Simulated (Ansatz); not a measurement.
Sr: the volume at rest

Sr in the fcc lattice, starting from this typed cell of 54.81 Å³ an atom.

```yaml
# lattice in Å, fractional positions
crystal:
  lattice:
    - [0.00000, 3.01500, 3.01500]
    - [3.01500, 0.00000, 3.01500]
    - [3.01500, 3.01500, 0.00000]
  atoms:
    - { symbol: Sr, position: [0.00000, 0.00000, 0.00000] }
```

Computed with Ansatz (plane-wave DFT, scalar-relativistic): k mesh 8×8×8; Fermi–Dirac smearing of 0.1 eV; no spin. Cell and atoms are relaxed to zero stress with the symmetry kept and no dispersion correction.

Caveats: coarse k mesh.

Question: What volume results under PBE, and how much do the potentials matter?

Answer: 
```json
{"functional": "PBE", "potentials": "all-electron PAW datasets (no frozen core)", "cutoff (eV)": "220", "volume (Å³/atom)": "55.03", "change (%)": "0.4"}
{"functional": "PBE", "potentials": "Ansatz hand-made PAW", "cutoff (eV)": "350", "volume (Å³/atom)": "55.02", "change (%)": "0.4"}
{"functional": "PBE", "potentials": "PseudoDojo norm-conserving", "cutoff (eV)": "925", "volume (Å³/atom)": "55.02", "change (%)": "0.4"}
```
